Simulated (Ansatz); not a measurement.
Hf (hcp, Mg type)

```yaml
crystal:
  lattice:
    - [6.40842, 0.00000, 0.00000]
    - [-1.60210, 2.77493, 0.00000]
    - [0.00000, 0.00000, 5.06906]
  atoms:
    - { symbol: Hf, position: [0.16667, 0.66667, 0.75000] }
    - { symbol: Hf, position: [0.66667, 0.66667, 0.75000] }
    - { symbol: Hf, position: [0.33333, 0.33333, 0.25000] }
    - { symbol: Hf, position: [0.83333, 0.33333, 0.25000] }
```

The atoms are displaced by Q × the pattern below (from a DFPT mode at M = (0.5, 0.0, 0.0), largest move 1; Q in Å), at fixed cell. (q is in reciprocal vectors of the primitive cell; the cell shown is doubled to hold the pattern.)

```json
[
 {"atom": "Hf1", "x": "-0.866", "y": "-0.500", "z": "0.000"},
 {"atom": "Hf2", "x": "0.866", "y": "0.500", "z": "0.000"},
 {"atom": "Hf3", "x": "-0.866", "y": "-0.500", "z": "0.000"},
 {"atom": "Hf4", "x": "0.866", "y": "0.500", "z": "0.000"}
]
```

Computed with PBE (plane waves to 420 eV, PAW, scalar-relativistic; Ansatz, a quantum-chemistry and plane-wave program). k mesh 17×17×9 (Γ-centred), Fermi-Dirac smearing 0.05 eV. The energy includes the smearing's −TS. With partly filled bands, energies and forces of such displacements shift with the k mesh and the smearing. Hf is run without spin polarisation. Hf was relaxed with its symmetry unable to fall. Spin-orbit coupling is left out, though Hf is heavy. The zero of ΔE is the undisplaced structure. The last digit holds for this mesh only.

```tsv
Q (Å)	ΔE (meV/cell)
-0.180	706.8
-0.150	492.5
-0.120	319.8
-0.090	184.6
-0.060	withheld
-0.030	21.5
0.000	0.0
0.030	21.5
0.060	withheld
0.090	184.6
0.120	319.8
0.150	492.5
0.180	706.8
```

### Question
Fit an even polynomial form (powers 2, 4, 6) to the given rows and predict ΔE at Q = 0.060.

### Answer
Least squares on the 11 given rows: ΔE = (23640)·Q² + (-129100)·Q⁴ + (2246000)·Q⁶, in meV/cell with Q in Å; root-mean-square residual 0.36 meV/cell. At 0.060 the fit gives 83.5 meV/cell; the calculation gives 84.4 meV/cell, so the interpolation is off by -0.9 (-1.1 %). The quadratic term alone would give 85.1 meV/cell.

(For displaced atoms, the force is minus the slope of the energy, and its curvature is a force constant, which sets phonon frequencies.)
